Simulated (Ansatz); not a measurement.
A crystal relaxed with r2SCAN in the PAW code Ansatz has space group P-4m2 (No. 115) and a = 4.038 Å, c = 5.749 Å.

| atom | site | x | y | z |
| --- | --- | --- | --- | --- |
| Xx | 2g | 0.5000 | 0.0000 | 0.7746 |
| Xx | 1b | 0.5000 | 0.5000 | 0.0000 |
| Sn | 1d | 0.0000 | 0.0000 | 0.5000 |

r2SCAN gives an indirect gap of 0.40 eV, from Γ to M; the least direct gap is 0.68 eV at Γ. The HSE06 gap is indirect, 0.76 eV (Γ to M), below the direct gap of 1.04 eV at Γ. With PBE the valence top lies at Γ and the conduction bottom at M, 0.23 eV higher; the smallest vertical gap, at Γ, is 0.50 eV. Meshes: r2SCAN 6×6×4, HSE06 4×4×4, PBE 6×6×4.

Problem. Which element is Xx?
A. Pb
B. Ge
C. Si
D. C

Solution. C. Xx is Si: an ordered 4-atom cell of Si3Sn on the diamond lattice (P-4m2). Si is surrounded by 2 Si at 2.40 Å and 2 Sn at 2.56 Å; Si is surrounded by 4 Si at 2.40 Å; Sn is surrounded by 4 Si at 2.56 Å.

The calculation is spin-unpolarised, and the structure need not be a phase that has been made.

Spin-orbit coupling is left out, which matters wherever the heavy atoms make up the band edges.

The meshes of the hybrids are coarse, so their gaps aren't converged to the digits shown.
